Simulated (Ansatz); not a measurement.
## Calculated Fe-57 Mössbauer parameters for CrFeTeO6

Cell: a computed structure from the Materials Project (it need not be an observed phase), atoms as given.

```
CELL_PARAMETERS angstrom
4.57635 0.00000 0.00000
0.00000 4.57635 0.00000
0.00000 0.00000 9.12641
ATOMIC_POSITIONS crystal
Cr 0.50000 0.50000 0.16548
Cr 0.00000 0.00000 0.66548
Fe 0.50000 0.50000 0.83365
Fe 0.00000 0.00000 0.33365
Te 0.50000 0.50000 0.49990
Te 0.00000 0.00000 0.99990
O 0.19623 0.80376 0.49781
O 0.80376 0.19623 0.49781
O 0.30377 0.30377 0.99781
O 0.69624 0.69624 0.99781
O 0.18983 0.81017 0.16648
O 0.81017 0.18983 0.16648
O 0.31017 0.31017 0.66648
O 0.68983 0.68983 0.66648
O 0.80343 0.19657 0.83619
O 0.19657 0.80343 0.83619
O 0.69657 0.69657 0.33619
O 0.30343 0.30343 0.33619
```

Sites (sets of like atoms) are named by element and the number of their first atom in this list.

All values are calculated (Ansatz; DFT, PBE+U (U = 2.5 eV on Cr d, U = 5.0 eV on Fe d), plane waves and PAW, scalar-relativistic, collinear spin, 420 eV cutoff, Γ-centred 5×5×3 k-points, Fermi–Dirac smearing 0.02 eV), not measured. Start moments as typed (μB): -3 3 -5 5 0 0 0 0 0 0 0 0 0 0 0 0 0 0 by atom. The program fits them to the shells of the files, so those used differ somewhat.

Isomer shifts (against α-Fe) follow from the electron density at the nucleus, δ = α(ρ − ρ₀), with α = -0.366 mm s⁻¹ a₀³ and ρ₀ = 14904.00 a₀⁻³ from a line fitted to 10 measured compounds at this level of theory (rms miss 0.11 mm/s). ΔE_Q = ½eQV_zz(1 + η²/3)^½ with Q = 0.160 b for the 14.4 keV state. B_c is the Fermi-contact field along the atom's own moment; orbital and dipolar fields are not included.

**Question.** Give the isomer shift and quadrupole splitting and contact field of each Fe site.

**Answer.** 

```
site  atoms    first shell  ρ − ρ₀ (a₀⁻³)  δ (mm/s)  ΔE_Q (mm/s)     η  |m| (μB)  B_c (T)
  Fe   3, 4  6 O at 1.96 Å          -0.75      0.27         0.47  0.52      3.93    -31.9
```

The shift of Fe is typical of high-spin Fe(III).

At this cell the PBE+U pressure is 7 GPa, so with PBE+U the cell would grow if it were relaxed. The entry's cell may itself be off. The largest force is 1.3 eV/Å, so the atoms aren't at the calculated equilibrium and relaxing them would move these values. With these PAW files V_zz is typically within 2 to 3 % of all-electron values, but misses above 10 % occur on Fe. The magnetic order is the one that the run reached from its start moments, not necessarily the measured one. Semilocal functionals underestimate the core's spin polarisation, so contact fields of ionic iron come out too small in magnitude.

Hardware: 2 threads of Intel Xeon Processor @ 2.50GHz (Skylake/Cascade Lake) (x86_64; 62 cores open to the job, memory cap 5.0 GiB, no GPU), a shared host with a load of 0.9 a core. Wall time 3.2 min, CPU time 6.1 min, peak memory 1.1 GiB.
